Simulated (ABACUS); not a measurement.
A self-consistent single point of TePb (Fm-3m, 8 atoms in the cell; from Materials Project mp-19717, changed as shown).

```
CELL_PARAMETERS angstrom
      6.67263     0.00000     0.00000
      0.00000     6.67263     0.00000
      0.00000     0.00000     6.67263
ATOMIC_POSITIONS crystal
  Te 0.00000 0.00000 0.00000
  Te 0.00000 0.50000 0.50000
  Te 0.50000 0.00000 0.50000
  Te 0.50000 0.50000 0.00000
  Pb 0.50000 0.00000 0.00000
  Pb 0.50000 0.50000 0.50000
  Pb 0.00000 0.00000 0.50000
  Pb 0.00000 0.50000 0.00000
```

Level of theory: PBE, PseudoDojo 0.5 standard norm-conserving PBE (tails mended) pseudopotentials (plane waves; ABACUS).

ABACUS settings:

| setting | value |
|---|---|
| KPT | Gamma 4 4 4 0 0 0 |
| basis_type | pw |
| ecutwfc | 82.3 Ry |
| smearing_method | fd |
| smearing_sigma | 0.00367493 Ry |
| potentials | PseudoDojo 0.5 standard norm-conserving PBE (tails mended) |
| symmetry | 1 |
| symmetry_prec | 1e-05 |
| ks_solver | dav |
| scf_nmax | 100 |
| scf_thr | 1.0e-09 Ry |
| mixing_type | broyden |
| mixing_beta | 0.4 |

Results:

* **Number of valence electrons**: 120
* **Number of bands**: 73
* **Number of k-points after the program's reduction**: 10
* **Number of plane waves (most at a k-point)**: 25341
* **Number of SCF iterations**: 11
* **FFT grid**: 75 × 75 × 75
* **Free energy E − TS**: -19015.2806 eV
* **Top of the valence band (on the code's own zero)**: 7.54 eV
* **Gap on the k-point mesh**: 0.91 eV
* **Pressure**: -1.70 GPa

Stress (GPa, positive for compression):
```
-1.70   0.00   0.00
 0.00  -1.70   0.00
 0.00   0.00  -1.70
```

Gaps are taken between levels on the mesh.

For comparison: a first run was changed to give this one (lattice scaled by 1.02), and from it to this one the free energy rises by 9.4 meV/atom, the pressure goes from 0.39 to -1.70 GPa and the gap on the mesh goes from 0.809 to 0.908 eV.

Spin-orbit coupling is left out, which matters for bands and gaps with elements this heavy. The structure comes from a collection of computed structures, made at another level of theory; the collection holds predicted forms beside known ones.

Cost on one core: around 5 core-minutes (rough).

“Tails mended”: in these copies of the files the far tail of each local potential was reset to the Coulomb form.
